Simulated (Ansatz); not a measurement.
B:
```yaml
crystal:
  lattice:
    - [4.14442, 0.00000, 0.00000]
    - [0.00000, 4.14442, 0.00000]
    - [0.00000, 0.00000, 4.14442]
  atoms:
    - { symbol: B, position: [0.19534, 0.50000, 0.50000] }
    - { symbol: B, position: [0.80466, 0.50000, 0.50000] }
    - { symbol: B, position: [0.50000, 0.19534, 0.50000] }
    - { symbol: B, position: [0.50000, 0.80466, 0.50000] }
    - { symbol: B, position: [0.50000, 0.50000, 0.19534] }
    - { symbol: B, position: [0.50000, 0.50000, 0.80466] }
```

Relaxed with PBEsol.

Decompose the optical modes at the zone centre into irreducible representations, and say which are infrared and Raman allowed.

Point group m-3m: Γ_opt = A1g + Eg + T1g + T1u + T2g + T2u. Infrared: T1u. Raman: A1g, Eg, T2g.

Assign frequencies (DFPT, DFT-PBEsol in the program Ansatz with PAW potentials).

T2g 239, T1g 419, T2u 437, T1u 706, Eg 847, A1g 1306 cm⁻¹.

Space group Pm-3m. The start of the workflow was typed in or built on a structure type; neither database checked (COD, Materials Project) lists it. It is not the phase usual at ambient conditions (space group No. 166). The cell was relaxed with PBEsol under the symmetry of its start; its stability against distortions is not shown here. As this level gives no gap, phonon frequencies hold no LO–TO term and depend on the k-mesh and smearing (Fermi–Dirac, 0.1 eV here).

Potentials: the later of the program's two PAW sets.
